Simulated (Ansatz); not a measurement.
A relaxation computed with Ansatz, from input to last step.

```yaml
crystal:
  lattice:
    - [3.5238655384, 0.0, 0.0]
    - [-1.7619327692, 3.0517570758, 0.0]
    - [0.0, 0.0, 7.1260273188]
  atoms:
    - { symbol: Ti, position: [0.0, 0.0, 0.0] }
    - { symbol: Ti, position: [0.0, 0.0, 0.5] }
    - { symbol: Te, position: [0.3333333333, 0.6666666667, 0.25] }
    - { symbol: Te, position: [0.6666666667, 0.3333333333, 0.75] }
basis:
  ecutwfc: 420
kpoints:
  mp_grid: { grid: [12, 12, 8] }
hamiltonian:
  xc: pbesol
scf:
  occupations: { method: gaussian, width: 0.1 }
output:
  forces: true
  stress: true
  eigenvalues: true
relax:
  adjacent_minimum: "off"
  f_tol: 0.01
  max_steps: 30
  cell: { stress_tol: 0.1, fix: [volume] }
```

```bash
ansatz run input.yaml --threads 1 --pin off --max-ram 2560MiB --backend cpu --events-out ev --progress --plain --runs-dir out
```

Theory: DFT PBEsol, scalar-relativistic, plane waves, PAW (Ansatz 0.2.0).

The volume is held at 0.94 times that of the relaxed cell.

Of 4 frames 3 are shown, positions in Å and forces in eV/Å; the SCF threshold varies from step to step. Steps run on the plane waves of an earlier cell, with a Pulay correction in the pressure. The basis is chosen afresh for the last frame, the zero of the energies, and at times for earlier ones too; energy and pressure step there, also at an unchanged geometry.

```xyz
4
Lattice="3.5239 0.0000 0.0000 -1.7619 3.0518 0.0000 0.0000 0.0000 7.1260" Properties=species:S:1:pos:R:3:forces:R:3 pbc="T T T" step=1 free_energy_over_end_meV_per_atom=0.45 pressure_GPa=6.98
Ti    0.0000    0.0000    0.0000    0.0000    0.0000    0.0000
Ti    0.0000    0.0000    3.5630    0.0000    0.0000    0.0000
Te    0.0000    2.0345    1.7815    0.0000    0.0000    0.0000
Te    1.7619    1.0173    5.3445    0.0000    0.0000    0.0000
4
Lattice="3.5024 0.0000 0.0000 -1.7512 3.0332 0.0000 0.0000 0.0000 7.2135" Properties=species:S:1:pos:R:3:forces:R:3 pbc="T T T" step=2 free_energy_over_end_meV_per_atom=0.24 pressure_GPa=6.57
Ti    0.0000    0.0000    0.0000    0.0000    0.0000    0.0000
Ti    0.0000    0.0000    3.6068    0.0000    0.0000    0.0000
Te    0.0000    2.0221    1.8034    0.0000    0.0000    0.0000
Te    1.7512    1.0111    5.4101    0.0000    0.0000    0.0000
4
Lattice="3.5115 0.0000 0.0000 -1.7558 3.0411 0.0000 0.0000 0.0000 7.1761" Properties=species:S:1:pos:R:3:forces:R:3 pbc="T T T" step=4 free_energy_over_end_meV_per_atom=0.00 pressure_GPa=6.74
Ti    0.0000    0.0000    0.0000    0.0000    0.0000    0.0000
Ti    0.0000    0.0000    3.5881    0.0000    0.0000    0.0000
Te    0.0000    2.0274    1.7940    0.0000    0.0000    0.0000
Te    1.7558    1.0137    5.3821    0.0000    0.0000    0.0000
```

The run took 53 s on 1 thread of Arm Neoverse V2, with other jobs on the host, peak memory 0.48 GiB.